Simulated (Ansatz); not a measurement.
Starting cell, NaF (rock salt):

```xyz
4
Lattice="0.0000 4.7016 4.7016 2.3508 2.3508 4.7016 2.3508 2.3508 0.0000" Properties=species:S:1:pos:R:3 pbc="T T T"
F      0.0000     0.0000     0.0000
F      2.3508     4.7016     2.3508
Na     2.3508     2.3508     2.3508
Na     2.3508     4.7016     4.7016
```

A phonon eigenvector at X = (0.5, 0.5, 0.0) is frozen into this cell: atom i moves by Q times the vector below, so Q is the largest atomic displacement, in Å. The cell is held. (q is in reciprocal vectors of the primitive cell; the cell shown is doubled to hold the pattern.)

```json
[
 {"atom": "F1", "x": "0.000", "y": "0.000", "z": "0.072"},
 {"atom": "F2", "x": "0.000", "y": "0.000", "z": "-0.072"},
 {"atom": "Na3", "x": "0.000", "y": "0.000", "z": "-1.000"},
 {"atom": "Na4", "x": "0.000", "y": "0.000", "z": "1.000"}
]
```

These are PBE (plane waves to 420 eV, PAW, scalar-relativistic; Ansatz, an electronic-structure program) values and carry that method's errors. k mesh 12×12×12 (Γ-centred), Fermi-Dirac smearing 0.05 eV. Energies are smeared free energies. NaF was relaxed with its symmetry unable to fall. The relaxed volume of NaF is well above the measured one; the method has no dispersion term. ΔE is measured from the undisplaced structure.

```
Q (Å)    ΔE (meV/cell)
-------  -------------
-0.2800            446
-0.2333            298
-0.1867            185
-0.1400       withheld
-0.0933             44
-0.0467             11
0.0000               0
0.0467              11
0.0933              44
0.1400        withheld
0.1867             185
0.2333             298
0.2800             446
```

Question: Fit an even polynomial form (powers 2, 4) to the given rows and predict ΔE at Q = 0.1400.

Answer: Least squares on the 11 given rows: ΔE = (4996)·Q² + (8839)·Q⁴, in meV/cell with Q in Å; root-mean-square residual 0.1 meV/cell. At 0.1400 the fit gives 101 meV/cell; the calculation gives 101 meV/cell, the same to the digits shown. The quadratic term alone would give 98 meV/cell.

(For displaced atoms, the force is minus the slope of the energy, and its curvature is a force constant, which sets phonon frequencies.)
